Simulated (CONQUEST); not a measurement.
Input and output of a self-consistent single point for W (Im-3m, 2 atoms in the cell; from Materials Project mp-91) (CONQUEST).

Method: LDA (PW92), numerical atomic orbitals double-zeta with polarisation (the shipped basis), PseudoDojo norm-conserving potentials made for LDA run with CONQUEST.

```
CELL_PARAMETERS angstrom
      3.17032     0.00000     0.00000
      0.00000     3.17032     0.00000
      0.00000     0.00000     3.17032
ATOMIC_POSITIONS crystal
  W  0.00000 0.00000 0.00000
  W  0.50000 0.50000 0.50000
```

Reference input (self-consistent single point, DFT, LDA (PW92), numerical atomic orbitals double-zeta with polarisation (the shipped basis), PseudoDojo norm-conserving potentials made for LDA): basis = DZP; Diag.MPMeshX, Y, Z = 5 5 5; potentials = PseudoDojo norm-conserving LDA; Grid.GridCutoff = 175 Ha; DM.SolutionMethod = diagon; Diag.kT = 0.003675 Ha; Diag.GammaCentred = true; minE.SCTolerance = 1.0e-06; SC.MaxIters = 100; SC.LinearMixingFactor = 0.3; SC.KerkerPreCondition = true; SC.KerkerFactor = 0.1 1/bohr. This run's input differs from it in these lines:

```diff
@@ -22,3 +22,3 @@
 Diag.GammaCentred              T
-Diag.kT                        0.003675
+Diag.kT                        0.005512
```

Output, abridged:

```
    new_SC_potl: Starting.  Tolerance:  0.10000E-05

    PulayMixSC: Starting Pulay mixing, A_up =  0.300 A_dn =  0.300
    PulayMixSC: Spin non-polarised calculation.
    PulayMixSC: with Kerker preconditioning, q0 =  0.100
          Harris-Foulkes Energy            :     -4131.814883998841651 eV
          GroundState Energy (E-(1/2)TS)   :     -4131.851538274975610 eV
          Free Energy (E-TS)               :     -4131.888192551110478 eV
          DFT Total Energy                 :     -4131.111737086589528 eV
          Total number of electrons        :        28.000000000000405
   [... lines left out ...]
          Total number of electrons        :        28.000030428824818
    PulayMixSC: Pulay iteration     5 residual:              0.10258E-04
          Harris-Foulkes Energy            :     -4131.353584944197792 eV
          GroundState Energy (E-(1/2)TS)   :     -4131.393682532384446 eV
          Free Energy (E-TS)               :     -4131.433780120572010 eV
          DFT Total Energy                 :     -4131.353584933787715 eV
          Total number of electrons        :        28.000031331817301
    PulayMixSC: Pulay iteration     6 residual:              0.41522E-06
    PulayMixSC: Reached SCF tolerance of  0.41522E-06 after      6 iterations
      | Number of electrons      =        28.000031
      |* band energy as 2Tr[K.H] =      -994.797849199002371 eV
      |  screened ion-ion energy =     -2887.126448227382753 eV
      |  Ha correction           =        24.456697924078405 eV
      |  XC correction           =      -273.886142396087280 eV
      | GS Energy as E-(1/2)TS   =     -4131.393682532384446 eV
      | Free Energy as E-TS      =     -4131.433780120572010 eV
      |* Harris-Foulkes energy   =     -4131.353584944197792 eV
      |* DFT total energy        =     -4131.353584933787715 eV
      |  estimated accuracy      =        -0.000000010409885 eV

    force: Forces on atoms (eV/a0)
    force:  Atom   X              Y              Z
    force:     1  -0.0000000000   0.0000000000  -0.0000000000
    force:     2   0.0000000000   0.0000000000   0.0000000000

    force: Maximum force :        0.00000000(eV/a0) on atom         1 in z direction
    force: Force Residual:        0.00000000 eV/a0
    force: Total stress:          6.88313299     6.88313299     6.88313299 GPa
    force: Average pressure:     -6.88313299 GPa

    force: Finished force
    get_E_and_F: Change in energy during last step of electronic optimisation: -0.10947E-05
```

The run converged in 6 iterations. CONQUEST prints the stress tensor with tension positive. Against the reference run the free energy falls by 12.3 meV/atom and the pressure hardly changes (-6.90 to -6.88 GPa).

The program uses no crystal symmetry, so grid and mesh can part values that symmetry would make equal. The atom-centred basis is finite, which shifts total energies and pressures against plane waves. This run is one point of a test of settings, so its values need not be converged; read them against the reference run alone. The structure comes from a collection of computed structures, made at another level of theory; the collection holds predicted forms beside known ones. No clean gap shows at this smearing width and mesh (spacing up to 0.40 Å⁻¹); the mesh is coarse for partly filled bands, so the values carry mesh errors.

Cost on one core: roughly 26 core-seconds.
